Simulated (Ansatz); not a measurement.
Here is the system:

Ti3AlN:
```xyz
5
Lattice="4.0504 0.0000 0.0000 0.0000 4.0504 0.0000 0.0000 0.0000 4.0504" Properties=species:S:1:pos:R:3 pbc="T T T"
Ti     2.0252     0.0000     2.0252
Ti     0.0000     2.0252     2.0252
Ti     2.0252     2.0252     0.0000
Al     0.0000     0.0000     0.0000
N      2.0252     2.0252     2.0252
```

This is the LDA-relaxed structure.

Problem. All from DFT-LDA in the program Ansatz with PAW potentials, unless another level is named. Predict the Young's modulus.

Solution. 152 GPa.

Problem. Give the highest zone-centre frequency.

Solution. 680 cm⁻¹.

Space group Pm-3m (anti-perovskite). The workflow started from a Materials Project entry (that database holds measured and hypothetical structures alike); the Crystallography Open Database copy checked does not list it. Its standing as an ambient phase is unchecked. The LDA relaxation kept the symmetry of its start; whether a distortion lowers the energy is not shown. The run is not spin-polarised. As this level gives no gap, phonon frequencies hold no LO–TO term and depend on the k-mesh and smearing (Fermi–Dirac, 0.1 eV here).

Potentials: the later of the program's two PAW sets.
